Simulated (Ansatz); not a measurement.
TiCrP:
```cif
data_Cr3P3Ti3
_chemical_formula_sum 'Cr3 P3 Ti3'
_space_group_name_H-M_alt 'P 1'
_space_group_IT_number 1
_cell_length_a 6.37762
_cell_length_b 6.37762
_cell_length_c 3.23679
_cell_angle_alpha 90.000
_cell_angle_beta 90.000
_cell_angle_gamma 120.000
loop_
_space_group_symop_operation_xyz
  'x, y, z'
loop_
_atom_site_label
_atom_site_type_symbol
_atom_site_fract_x
_atom_site_fract_y
_atom_site_fract_z
_atom_site_occupancy
Cr1 Cr 0.25335 0.00000 0.00000 1
Cr2 Cr 0.74665 0.74665 0.00000 1
Cr3 Cr 0.00000 0.25335 0.00000 1
P1 P 0.33333 0.66667 0.00000 1
P2 P 0.66667 0.33333 0.00000 1
Ti1 Ti 0.59488 0.00000 0.50000 1
Ti2 Ti 0.40512 0.40512 0.50000 1
Ti3 Ti 0.00000 0.59488 0.50000 1
P3 P 0.00000 0.00000 0.50000 1
```
The run is spin-polarised; directions of the spins, atom by atom: ↑ ↑ ↑ 0 0 0 0 0 0.

Relaxed with r²SCAN.

Q: Tabulate the valence density and the electron localisation function along the shortest Cr–Ti contact (2.71 Å), DFT-r²SCAN in the program Ansatz with PAW potentials.

A: 

| distance from Cr (Å) | density (e/Å³) | ELF |
|---|---|---|
| 0.27 | 15.60 | 0.91 |
| 0.41 | 9.88 | 0.84 |
| 0.54 | 5.34 | 0.73 |
| 0.68 | 2.50 | 0.55 |
| 0.81 | 1.06 | 0.34 |
| 0.95 | 0.54 | 0.23 |
| 1.09 | 0.37 | 0.23 |
| 1.22 | 0.29 | 0.30 |
| 1.36 | 0.27 | 0.31 |
| 1.49 | 0.28 | 0.23 |
| 1.63 | 0.33 | 0.17 |
| 1.76 | 0.51 | 0.24 |
| 1.90 | 1.06 | 0.45 |
| 2.04 | 2.43 | 0.64 |
| 2.17 | 4.67 | 0.67 |
| 2.31 | 7.18 | 0.53 |
| 2.44 | 9.07 | 0.22 |

The density is the valence pseudo-density with augmentation charge, so density and ELF within about 1 Å of a nucleus are not all-electron values.

Space group P-62m. The workflow started from an entry of the Crystallography Open Database (COD). Its standing as an ambient phase is unchecked. Symmetry was held in the r²SCAN relaxation, as lowered by the spin order; whether a distortion lowers the energy is not shown. Spin order of the final state: ferrimagnetic, chosen from 3 collinear starts compared on coarse meshes (ties went to the first, and starts can fall back to one state), not a proven ground state. Other orbital occupations within this spin state were not tried.

Potentials: the later of the program's two PAW sets.
